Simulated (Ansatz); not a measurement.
Polymorphs of Sb, each relaxed with plane-wave PAW LDA (Ansatz code):

A: simple cubic (Pm-3m)
a = b = c = 3.041 Å, α = β = γ = 90.00°

```
atom  site  symmetry       x       y       z
----  ----  --------  ------  ------  ------
Sb      1a      m-3m  0.0000  0.0000  0.0000
```

B: I-43m
a = b = c = 6.5786 Å, α = β = γ = 90.00°

| atom | site | symmetry | x | y | z |
|---|---|---|---|---|---|
| Sb | 8c | .3m | 0.1535 | 0.1535 | 0.1535 |

Q: Order them by energy per atom at 0 K (lowest first) at the level LDA.

A: A (+0 meV/atom), B (+327 meV/atom)

Q: Give each one's gap.

A: A no gap; B 0.19 eV.

Typed or built starts, not in the databases checked: B. Not the usual ambient phase: A; B. Weakly bound layers, chains or molecules computed without a dispersion correction, so cells and soft constants are ill determined: B. All cells were relaxed under the symmetry of their starts (and spin orders); stability against distortions was not tested throughout. Spin–orbit coupling is left out wherever it is not named.

Energies hold the estimated change up to a 700 eV cutoff; steps of a few meV lie near the error of the meshes.

Potentials: the later of the program's two PAW sets.
